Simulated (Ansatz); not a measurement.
Ansatz input

```yaml
crystal:
  lattice:
    - [-3.3012070246, 3.3012070246, 1.8024590354]
    - [3.3012070246, -3.3012070246, 1.8024590354]
    - [3.3012070246, 3.3012070246, -1.8024590354]
  atoms:
    - { symbol: La, position: [0.0, 0.0, 0.0], spin: 1.0 }
    - { symbol: La, position: [0.75, 0.25, 0.5], spin: 1.0 }
hamiltonian:
  xc: r2scan
  pseudopotentials:
    kind: paw
    azcp:
      La: "pseudopotentials/La.paw.azcp"
basis:
  ecutwfc: 500
  fft_grid_basis: typed
kpoints:
  mp_grid: { grid: [10, 10, 7], shift: [0, 0, 0] }
magnetization:
  spin_polarized: true
scf:
  occupations: { method: fermi_dirac, width: 0.05 }
relax:
  max_steps: 60
  f_tol: 0.01
  cell: {}
```

Terminal output

```
Warning: crystal.symmetry: narrowed to the stabiliser of the k-point mesh — unitary ops 16 → 4; excluded 12 operations that carry a point of the 10×10×7 mesh (shift [0, 0, 0]) off the mesh (the run samples exactly the mesh kpoints.mp_grid names, as under crystal.symmetry.detect: false, and its converged state has the mesh's symmetry, not the crystal's; ε∞, the Born charges and the force constants of a linear response (`dielectric:` by the response, `phonons.method: dfpt`) are averaged over those of the crystal's operations that the state keeps within a tolerance, where `mesh_tensors`, `unaveraged_element` or `gamma_mean_max_change_ev_ang2` stands beside them; a row that `dielectric.field_direction` solves alone is averaged likewise, with nothing beside; a Γ-centred mesh of equal divisions is mapped onto itself by every operation and keeps the whole group, as does a half-shifted one under kpoints.further_shifts: images)
Engine: ansatz 0.2.0, x86_64-unknown-linux-gnu
Pseudopotentials: kind: paw
Pseudopotential: La, paw, valence charge 11, recommended cutoff 500 eV (meta_gga) 
Functional definition: r2SCAN
  parameter k0 = 0.174
  parameter k1 = 0.065
  parameter a1 = 4.9479
  exchange = r2scan_x(k0 = k0, k1 = k1, a1 = a1)
  correlation = r2scan_c
Crystal: 2 atoms, lattice volume = 78.573 Å³
Basis set: ecut = 500 eV, 1999 PW (Γ), exchange–correlation on 160×160×160 points (64 copies of the dense FFT grid, shifted against one another)
Bands: 16, of which v1, the nominal top of the filled ones, is band 11 counted from 1 (10 counted from 0)
Symmetry: 4 space group operations
k-points: 196 of 700
Non-local potential: La, projectors of the file, l = 0: 3, l = 1: 2, l = 2: 2, l = 3: 3
PAW form: soft (Blöchl's): semilocal exchange-correlation on the pseudo side does not see the compensation charge
PAW frozen core: La, regenerated for the run's functional (the file was generated under x = pbe(κ = 0.804, μ = 0.2195149727645171), c = pbe(β = 0.06672455060314922))
PAW one-centre angular grid: La, 974 points (default); XC on 160 Gauss nodes
Initial density: superposition of atomic densities (chi_scale 0.1, normalization cell)
Starting moments: Σ|m| = 2 μB on 2 of 2 sites
Initial wavefunctions: pseudopotential atomic-orbital guess
Functional: x = r2scan, c = r2scan; τ floored in thin density (d = 2e-4 eV/Å³)
iter 1 solved again at ethr=2.80e-3 eV; its pass at ethr=3.10e-3 eV (dr2=6.16e-1 eV) is discarded
SCF iter   1: F=—  HF=-12528.542392 eV  |F-HF|=—  |Δ(HF+E_count)|=         —  Δρ=2.08e-2 (↑2.08e-2 ↓9.10e-3)  dr2=6.67e-1  dr2_τ=3.52e-3  dr2_m=6.15e-2  M=1.283 μB ∫|m|=1.283 μB  β_m=0.84  ethr=2.80e-3  ⟨swp⟩=3.0  Hψ=47758  notcnv=0
Mixer restart at iter 1: flushing history
spin=Collinear: Kerker preconditioning applied to the charge; magnetization (m = ρ↑ − ρ↓) channel mixes plain (no charge-response kernel on spin).
SCF iter   2: F=—  HF=-12528.746433 eV  |F-HF|=—  |Δ(HF+E_count)|=   2.04e-1  Δρ=1.10e-2 (↑1.10e-2 ↓8.72e-3)  dr2=3.40e-1  dr2_τ=1.73e-3  dr2_m=4.58e-3  M=1.124 μB ∫|m|=1.124 μB  β_m=0.41  ethr=2.80e-3  ⟨swp⟩=3.4  Hψ=11636  notcnv=0  κ⁻¹=1.0e0(r=1)
SCF iter   3: F=—  HF=-12528.793411 eV  |F-HF|=—  |Δ(HF+E_count)|=   4.70e-2  Δρ=7.63e-3 (↑3.31e-3 ↓7.63e-3)  dr2=4.51e-2  dr2_τ=5.51e-4  dr2_m=1.75e-2  M=0.858 μB ∫|m|=0.858 μB  β_m=0.76  ethr=1.54e-3  ⟨swp⟩=5.8  Hψ=15999  notcnv=0  defer=17  κ⁻¹=3.7e-2(r=2)
...
SCF iter   8: F=-12529.278620 eV  HF=-12529.278620 eV  |F-HF|=1.09e-11  |Δ(HF+E_count)|=  3.46e-11  Δρ=2.31e-8 (↑2.31e-8 ↓2.26e-8)  dr2=9.61e-13  dr2_τ=1.87e-14  dr2_m=8.65e-14  M=0.000 μB ∫|m|=0.000 μB  ethr=1.00e-12  ⟨swp⟩=4.9  Hψ=28287  notcnv=0
the starting moments were not kept: the SCF closed with an absolute magnetisation of 1.3e-5 μB, where they sum to 2 μB in size (2 sites). That is at most 0.1 of that sum. Measured as dr2_m measures the in/out step, that magnetisation stands 7.3e-12 eV from none, at or under the dr2_threshold of 2.0e-11 eV: it is no larger than a step whose dr2_m would equal this threshold.
SCF 28 converged in 8 iterations: F = -12529.278620 eV  dr2 = 9.61e-13
relax step  28: F+E_penalty+E_count = -12529.27862041 eV  Δ(F+E_penalty+E_count) = -6.431e-5 eV  max|allowed force component| = 6.348e-4 eV/Å  Δτ_max = 0.0000 Å  P = +0.003 GPa  Ω = 73.317 Å³  stress off target by 1.31e-2 GPa  SCF on the basis re-selected at this cell (its energy is not comparable with the rows above)  (8 SCF iters)
basis re-selected at this cell: Δ(F+E_penalty+E_count) = -6.431e-5 eV, ΔP = +0.000 GPa vs the last step (what re-selecting the basis moved, of the pressure what is left beyond the Pulay correction that the steps carried, after the strain that the cell walked since its last selection, with what the two solves' SCF thresholds leave and, on support functions, any second-order correction that the steps lacked; it is no measure of the basis error at this ecutwfc). This SCF's stress stands 1.31e-2 GPa from its target on what of the cell is left free (relax.cell.stress_tol is 5.00e-2 GPa) and its largest allowed force component is 6.35e-4 eV/Å (relax.f_tol is 1.00e-2 eV/Å): within both
SCF converged after 8 iterations
Stability not checked: this state was not tested for a lower state beside it, because the mixer in use, unlike msr1, does not test its closes by its own steps (another_mixer; see scf.mixing.algorithm and scf.lower_state_search)
Magnetization: 0.0000 μB (11.0000 up, 11.0000 down)
Absolute magnetization: 0.0000 μB (∫|ρ↑−ρ↓|, with the PAW one-centre terms)
Spin contamination: 0.0000 ħ² per cell (⟨S²⟩ above its minimum at these occupations)
Per-site moments (μB) at R_I (Å): [(4.0660418560704145e-7, 1.4543950805702015), (4.066041855656676e-7, 1.4543950805702015)]
Free energy (F): -12529.278620 eV
Harris-Foulkes:  -12529.278620 eV  (|F-HF|=1.09e-11)
Internal energy: -12529.249574 eV  (E = F + TS)
E sigma→0 (E₀):  -12529.264097 eV
Entropy (-TS):   -0.029047 eV (-14.523 meV/atom)
Fermi energy:    11.266261 eV
--- Per-component energies (eV) ---
  E_band       = -99.230261
  E_kinetic    = 386.087242
  E_local      = -658.204687  (includes V_loc(G=0)·N_el)
  E_nonlocal   = 185.607412
  E_hartree    = 207.482589
  E_xc         = -264.061068
  E_vxc        = -321.008323  (∫ρ·V_xc dr)
  E_paw        = -10873.581596  (= ΣΔE_a)
  E_vpaw       = -123.403993  (= ΣTr[D̂ρ^β])
  E_aug_tail   = 0.000000  (compensation charges beyond the density's cutoff)
  E_vtau       = 16.726919  (kinetic-family band-sum trace: ∫τ·v_τ [+ j·A + Jᵃ·Aᵃ] dr)
  E_ewald      = -1512.716491
  E_core_change = 0.137025  (= ΣΔE_core)
  E_smearing   = -0.029047  (= −TS)
  E_closure    = 0.000000  (closes the sum)
  Σ components = -12529.278620   (vs F -12529.278620, Δ=0.00e0)
--- Forces (eV/Å), atoms counted from 1 ---
  atom   1  La     0.00063476    -0.00063476    -0.00000000
  atom   2  La    -0.00063476     0.00063476     0.00000000
  max |Σ_I F_I| component: 0.00e0 eV/Å
--- Stress (GPa, compression-positive) ---
        0.006433      -0.006679       0.000480
       -0.006679       0.006433       0.000480
        0.000480       0.000480      -0.004446
  P = ⅓ Tr σ = 0.0028 GPa (0.028 kbar)
--- Relaxed structure (26 steps of the walk, 25 accepted, 2 SCFs on fresh bases) ---
  F+E_penalty+E_count = -12529.27862041 eV   max|allowed force component| = 6.348e-4 eV/Å   (the final SCF, on the basis selected at the relaxed cell)
  cell:  # Å, volume = 73.3169 Å³
    - [-4.2340541341156355, 4.245014856227791, 1.8255446838811853]
    - [4.245014856227791, -4.2340541341156355, 1.8255446838811853]
    - [2.3628607753241235, 2.3628607753241235, -1.8054701012578385]
  atoms:
    - { symbol: La, position: [-0.0011317917540273434, 0.0011317917540273434, 3.4358467012816574e-23] }
    - { symbol: La, position: [0.7511317917540272, 0.24886820824597256, 0.4999999999999998] }
```

Command:

```sh
ansatz run input.yaml --threads 2 --pin off --max-ram 6144MiB --backend cpu --events-out ev --progress --plain --runs-dir out
```

On 2 threads of Intel(R) Xeon(R) 6975P-C (Granite Rapids) (shared host) this took about 900 s of wall time and 1700 s of CPU time, with 1.1 GiB at the peak.
